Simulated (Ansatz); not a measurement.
Given:

Cl:
```cif
data_Cl
_chemical_formula_sum 'Cl1'
_space_group_name_H-M_alt 'P 1'
_space_group_IT_number 1
_cell_length_a 3.02598
_cell_length_b 3.02598
_cell_length_c 3.02598
_cell_angle_alpha 109.471
_cell_angle_beta 109.471
_cell_angle_gamma 109.471
loop_
_space_group_symop_operation_xyz
  'x, y, z'
loop_
_atom_site_label
_atom_site_type_symbol
_atom_site_fract_x
_atom_site_fract_y
_atom_site_fract_z
_atom_site_occupancy
Cl1 Cl 0.00000 0.00000 0.00000 1
```

This is the PBE-relaxed structure.

Task: All from PBE in the plane-wave PAW code Ansatz, unless another level is named. Estimate the electronic character.

Result: metallic (no gap).

Task: What about the density of states at the Fermi level?

Result: 2.5 states/eV per atom (mean over ±0.08 eV).

Space group Im-3m (bcc (W type)). A made-up cell: these elements were put on the sites of a structure type; neither database checked (COD, Materials Project) lists it. It is not the usual solid phase (space group No. 64). Symmetry was held in the PBE relaxation; whether a distortion lowers the energy is not shown. The substance is a gas or liquid at ambient conditions. With an odd number of electrons in the cell and no spin polarisation, the count alone makes it a metal.

Potentials: the later of the program's two PAW sets.
